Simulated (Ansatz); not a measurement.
Trial structure of Sn, not yet relaxed:

The sheet is periodic along a and b; c holds vacuum.

```
Sn
1.0
     3.17276    0.00000    0.00000
     0.00000    3.98710    0.00000
     0.00000    0.00000   14.00000
Sn
1
Cartesian
  0.0000 0.0000 7.0000
```

These are results of Ansatz, DFT PBE, scalar-relativistic, plane waves, PAW, not measurements. Settings: cutoff 420 eV, Γ-centred mesh 6×4×1 on the computed 1-atom cell, Gaussian smearing of 0.10 eV; no spin polarisation.

Energies count from the standard state of Sn at the same level. The references include grey tin.

Problem. How far from equilibrium is it?

Solution. The largest force is 0.00 eV/Å (symmetry fixes the atoms), and the energy is +1.35 eV/atom against the standard state. The shortest distance is 3.17 Å.

Problem. Is it a good guess?

Solution. A rough one: relaxing gains about 0.80 eV/atom (the start's value is from the coarse mesh, so the gain is rough) in 20 ionic steps and ends at +0.55 eV/atom on the finer mesh. The symmetry goes from pmmm (No. 37) to p4/mmm (No. 61). The area per atom shrinks by 30.4 %, from 12.7 to 8.8 Å². The shortest distance goes from 3.17 Å (Sn–Sn) to 2.97 Å (Sn–Sn). In-plane cell: a = 2.967 Å, b = 2.967 Å, γ = 90.0°, thickness 0.00 Å between the outermost nuclei. Sn at height 0.00 Å has 4 Sn at 2.97 Å.

The last run used an 18×18×1 mesh for its 1-atom cell and Gaussian smearing of 0.10 eV. The relaxation can't lower the symmetry of the start, and the grade says only how near the guess is to its own end. Symmetry constrained the relaxation, so the result can be a saddle point.
